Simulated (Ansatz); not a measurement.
**SrMg: stationary points along a deformation path**

The calculation used DFT PBEsol, scalar-relativistic, plane waves, PAW in Ansatz 0.2.0. Settings: plane waves to 420 eV, k-mesh 14×14×14 (Γ-centred), Gaussian smearing 0.15 eV. No spin polarisation. Energies are free energies at this smearing, counted from the undisturbed cell; pressure is positive in compression.

Reference structure (as given, not relaxed at this level; it stands at 4.9 GPa, and it needn't be the usual structure):

```xyz
2
Lattice="3.9000 0.0000 0.0000 0.0000 3.9000 0.0000 0.0000 0.0000 3.9000" Properties=species:S:1:pos:R:3 pbc="T T T"
Sr    1.9500    1.9500    1.9500
Mg    0.0000    0.0000    0.0000
```

At fixed volume and fractional coordinates, lengths along (0.000, 0.000, 1.000) are scaled against those across it; ρ is that ratio over its starting value. V = 29.659 Å³/atom. Δσ is the stress along the axis less the mean stress across it (compression positive).

| ρ | ΔE (meV/atom) | Δσ (GPa) | space group |
| --- | --- | --- | --- |
| 0.650 | 342.4 | 17.05 | P4/mmm |
| 0.707 | 193.6 | 11.90 | P4/mmm |
| 0.780 | 83.7 | 6.38 | P4/mmm |
| 0.850 | 31.4 | 3.69 | P4/mmm |
| 0.920 | 7.6 | 1.40 | P4/mmm |
| 0.960 | 1.9 | 0.75 | P4/mmm |
| 1.000 | 0.0 | 0.00 | Pm-3m |
| 1.050 | 2.3 | -0.72 | P4/mmm |
| 1.100 | 7.7 | -1.13 | P4/mmm |
| 1.200 | 22.5 | -1.60 | P4/mmm |
| 1.300 | 41.1 | -2.19 | P4/mmm |
| 1.414 | 67.3 | -2.86 | P4/mmm |
| 1.500 | 89.2 | -3.12 | P4/mmm |

Q: How does the stress give the slope of the energy, and where is the energy stationary?

A: Along the path d ln(length) is 2/3 d ln ρ on the axis and −1/3 d ln ρ across it, so dE/d ln ρ = −(2/3) V Δσ: the energy falls with ρ where Δσ is positive. Δσ vanishes or changes sign at ρ = 1.000 (Pm-3m), a minimum at 0.0 meV/atom. Pairs of stationary points between two samples would go unseen, and could change a minimum read from distant neighbours into a maximum. At ρ = 1.000 the cell is cubic, where symmetry alone makes the stress isotropic and the slope zero.

Q: Which shear constant sets the curvature at ρ = 1?

A: For a cubic crystal E/V = (2/3) C (ln ρ)² with C = C′ = (C11 − C12)/2, so Δσ = −2C ln ρ. The parabola of Δσ against ln ρ through ρ = 0.960, 1 and 1.050 gives C ≈ 8.3 GPa with the ions clamped, rough because the steps are large. It is the stress–strain coefficient at this cell's pressure of 4.9 GPa, not the zero-pressure constant.

Q: Integrate that slope from ρ = 1 to 1.200 by the trapezoid rule.

A: With V/N in Å³ and 1 eV/Å³ = 160.2 GPa the slopes at ρ = 1.000, 1.050, 1.100, 1.200 are 0, 88, 139, 198 meV/atom per unit of ln ρ. The steps add 2.2 + 5.3 + 14.7 = 22.1 meV/atom, against 22.5 from the energies; the trapezoid rule misses the curvature of the slope within each step.

In a metal these slopes depend on the k mesh and the smearing.